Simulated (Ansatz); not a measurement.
The relaxed structure here is a generated cell of BePd: the first start was made by placing the elements on the sites of a structure type, and the end was not matched to a known phase here, so it may be hypothetical.

A relaxed cell of BePd (R-3m (No. 166)), relaxed on a k-mesh at least as fine as the one used below. Calculation: PBE (plane waves to 420 eV, PAW, scalar-relativistic; Ansatz, a first-principles code). Γ-centred k-mesh 13×13×13 on the run's cell (coarser than for final values), Fermi–Dirac smearing 0.05 eV.

```xyz
4
Lattice="2.8488 1.6447 6.8804 0.0000 1.6447 6.8804 0.0000 -1.6447 3.4402" Properties=species:S:1:pos:R:3 pbc="T T T"
Be     0.0000     0.0000     0.0000
Be     1.4244    -0.8224     6.8804
Pd     0.0000     0.0000     5.1603
Pd     1.4244     0.8224     8.6004
```

The atoms are displaced along an unstable phonon of this cell by (Å):

| atom | ux | uy | uz |
|---|---|---|---|
| Be1 | 0.000 | -0.149 | 0.018 |
| Be2 | 0.000 | 0.149 | -0.018 |
| Pd3 | 0.000 | -0.007 | -0.060 |
| Pd4 | 0.000 | 0.007 | 0.060 |

**Question.** What forces (eV/Å) and pressure result?

**Answer.** 
```csv
atom,Fx,Fy,Fz
Be1,0.00,-0.06,0.01
Be2,0.00,0.06,-0.01
Pd3,0.00,-0.05,-0.51
Pd4,0.00,0.05,0.51
```

Pressure -0.5 GPa.

The undisplaced cell is probably no minimum: from this displacement the run went on to Cmcm (No. 63), 0.22 eV/atom below it.

No spin polarisation in the result.
